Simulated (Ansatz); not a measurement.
Given:

Ti2ZnN:
```cif
data_N4Ti8Zn4
_chemical_formula_sum 'Ti8 Zn4 N4'
_space_group_name_H-M_alt 'Cmcm'
_space_group_IT_number 63
_space_group_name_Hall '-C 2c 2'
_cell_length_a 2.99119
_cell_length_b 16.23015
_cell_length_c 4.14561
_cell_angle_alpha 90.000
_cell_angle_beta 90.000
_cell_angle_gamma 90.000
loop_
_space_group_symop_operation_xyz
  'x, y, z'
  '-x, -y, -z'
  '-x, -y, z+1/2'
  'x, y, -z+1/2'
  'x, -y, -z'
  '-x, y, z'
  '-x, y, -z+1/2'
  'x, -y, z+1/2'
  'x+1/2, y+1/2, z'
  '-x+1/2, -y+1/2, -z'
  '-x+1/2, -y+1/2, z+1/2'
  'x+1/2, y+1/2, -z+1/2'
  'x+1/2, -y+1/2, -z'
  '-x+1/2, y+1/2, z'
  '-x+1/2, y+1/2, -z+1/2'
  'x+1/2, -y+1/2, z+1/2'
loop_
_atom_site_label
_atom_site_type_symbol
_atom_site_symmetry_multiplicity
_atom_site_Wyckoff_symbol
_atom_site_fract_x
_atom_site_fract_y
_atom_site_fract_z
_atom_site_occupancy
Ti1 Ti 4 c 0.00000 0.21120 0.25000 1
Ti2 Ti 4 c 0.00000 0.38797 0.25000 1
Zn1 Zn 4 c 0.00000 0.04029 0.25000 1
N1 N 4 c 0.00000 0.19970 0.75000 1
```
(The calculation used a cell of 8 atoms; values per cell refer to that cell.)

This is the r²SCAN-relaxed structure.

Problem. All from r²SCAN (plane waves, PAW; program Ansatz), unless another level is named. Give the electronic character.

Solution. metallic (no gap).

Problem. Give the density of states at the Fermi level.

Solution. 0.50 states/eV per atom (mean over ±0.08 eV).

Problem. What about the formation energy from the elements (no fitted shifts)?

Solution. -1.17 eV/atom.

The first step of the workflow began from a Materials Project structure, measured or hypothetical; the Crystallography Open Database copy checked does not list it. Its standing as an ambient phase is unchecked. The r²SCAN relaxation kept the symmetry of its start; its stability against distortions is not shown here. The run is not spin-polarised. The references are the lowest solids computed at this level, not always the standard phases (solids in place of the gases).

Potentials: the later of the program's two PAW sets.
